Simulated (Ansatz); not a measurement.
LuN (rock salt, space group No. 225), DFT-PBE in the program Ansatz with PAW potentials, all energies at zero smearing, with the estimated change up to a 700 eV cutoff added, with one set of potentials and settings (totals compare only within such a set). Cell of 2 atoms (1 Lu, 1 N): -15119.956 eV.

```tsv
element	reference phase	E (eV/atom)
Lu	P6_3/mmc, 2 atoms in the cell	-14732.4262
N	Pa-3, 8 atoms in the cell	-384.0325
```

Formation energy per atom, worked out: (-15119.956 − 1×(-14732.4262) − 1×(-384.0325))/2 = -1.749 eV/atom (-169 kJ per mol of atoms), at 0 K, without zero-point energy or fitted corrections.

Space group Fm-3m (rock salt). The first step of the workflow began from a Materials Project structure, measured or hypothetical; the Crystallography Open Database files this formula in space group No. 225, but the cells were not matched. Whether it is the stable phase at ambient conditions was not checked. The cell was relaxed with PBE under the symmetry of its start; whether a distortion lowers the energy is not shown. The references are the lowest solids computed at this level, not always the standard phases (solids in place of the gases). Scalar-relativistic: spin–orbit coupling is off unless named, which matters more the heavier the elements.

Potentials: the later of the program's two PAW sets.
